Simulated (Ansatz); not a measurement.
Values for one crystal, relaxed and computed with plane-wave PAW LDA (Ansatz code); other levels are named.

```yaml
volume_per_atom: 23.49 Å³
band_gap: 1.09 eV (indirect)
Poisson's ratio: 0.28
mechanical_stability: stable (all eigenvalues of C positive)
valence_band_maximum: on the Γ–X line, 52 % of the way from Γ (k = 0.260, 0.000, 0.000 in fractions of the reciprocal vectors)
zone_centre_stability: no imaginary mode at Γ
Bulk modulus (Birch–Murnaghan fit): 44.0 GPa
```

### Question
Which compound is it?
(A) Mg2SeS, P-4m2 (Mg on 2g, Se on 1b, S on 1d)
(B) ZnCdSeS, P3m1 (Zn on 1b, Cd on 1a, Se on 1b, S on 1a)
(C) Bi2S3, Pnma (Pearson symbol oP20)
(D) Zn3CdS4, P-43m (Zn on 3c, Cd on 1a, S on 4e)

### Answer
C, Bi2S3, Pnma (Pearson symbol oP20)

The LDA relaxation kept the symmetry of its start. A crystal of weakly bound layers computed without a dispersion correction: the cell and the soft elastic constants depend strongly on that. Spin–orbit coupling is left out wherever it is not named.

Potentials: the later of the program's two PAW sets.
